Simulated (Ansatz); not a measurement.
The elements of this relaxed trial crystal are hidden behind letters.

```
lattice vectors (Å)
   0.0000    3.7494    3.7494
   3.7494    0.0000    3.7494
   3.7494    3.7494    0.0000
fractional positions
X 0.2500 0.2500 0.2500
X 0.7500 0.7500 0.7500
X 0.0000 0.0000 0.0000
Z 0.5000 0.5000 0.5000
```

These are results of DFT PBE, scalar-relativistic, plane waves, PAW, and for the lanthanide a 4f-in-core norm-conserving potential, in Ansatz, not measurements. Settings of the last relaxation (4-atom cell): 690 eV, 12×12×12 k points, Gaussian smearing of 0.10 eV, no spin polarisation.

| Property | Result |
| --- | --- |
| Space group | Fm-3m (No. 225) |
| Conventional cell | a = 7.499 Å |
| Volume per atom | 26.35 Å³ |
| Density | 8.28 g/cm³ |
| Energy over the elements | −0.08 eV/atom |
| Gap on the 12×12×12 mesh of the 4-atom cell | 0 eV (a metal) |

Energies are uncorrected and count from the elements' standard states at the same level.

Question: X is a lanthanide and Z is a p-block element of period 2. Which elements are they?

Answer: X = Tm, Z = F, so the formula is Tm3F, here in the BiF3 (D0_3) type. Density times volume gives a mean mass of 8.28 × 26.35/1.6605 = 131.4 u per atom, and this set has 131.5 u. Among the elements that the hints allow, noble gases aside, only these give it. Tm on a site of symmetry -43m has 4 F at 3.25 Å, 4 Tm at 3.25 Å and 6 Tm at 3.75 Å; Tm on a site of symmetry m-3m is surrounded by 8 Tm at 3.25 Å and 6 F at 3.75 Å; F is surrounded by 8 Tm at 3.25 Å and 6 Tm at 3.75 Å.

Symmetry constrained the relaxation, so the result can be a saddle point. Another cell of Tm3F relaxed alike, in Amm2, lies 1.06 eV/atom lower, so this cell isn't the stable form at this level.

The lanthanide is trivalent by construction, without f bands, f moments or other valences. The reference runs of the other elements, and any phases without the lanthanide, used 420 eV, which shifts energies against them by under 10 meV/atom. The lanthanide's reference is the lowest of its hcp, dhcp and fcc cells.
